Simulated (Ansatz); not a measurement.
The relaxed structure here is a generated cell of Ir: the first start was made by placing the elements on the sites of a structure type, and the end was not matched to a known phase here, so it may be hypothetical. Known forms of Ir include space group No. 225.

A relaxed cell of Ir (Im-3m (No. 229)), relaxed on a k-mesh at least as fine as the one used below. The numbers are results of r2SCAN (plane waves to 500 eV, PAW, scalar-relativistic; Ansatz, a program for electronic structure), not measurements. Γ-centred k-mesh 15×15×15 on the run's cell (coarser than for final values), Fermi–Dirac smearing 0.05 eV.

```xyz
2
Lattice="-3.0879 3.0879 3.0879 1.5439 -1.5439 1.5439 1.5439 1.5439 -1.5439" Properties=species:S:1:pos:R:3 pbc="T T T"
Ir     0.0000     0.0000     0.0000
Ir    -1.5439     1.5439     1.5439
```

The atoms are displaced along an unstable phonon of this cell by (Å):

| atom | ux | uy | uz |
|---|---|---|---|
| Ir1 | 0.000 | 0.106 | -0.106 |
| Ir2 | 0.000 | -0.106 | 0.106 |

What forces (eV/Å) and pressure result?


```csv
atom,Fx,Fy,Fz
Ir1,0.00,1.37,-1.37
Ir2,0.00,-1.37,1.37
```

Pressure -2.5 GPa.

Estimate the energy cost of the displacement in the harmonic approximation and compare with the calculation.

For a harmonic well ΔE = −½ Σ F·u = -0.291 eV a cell, or -145 meV/atom. The calculated energy relative to the undisplaced cell is -0.19 eV/atom, so anharmonic terms matter at this amplitude.

The undisplaced cell is probably no minimum: from this displacement the run went on to P6₃/mmc (No. 194), 0.61 eV/atom below it.

No spin polarisation in the result. A magnetic state may lie lower.
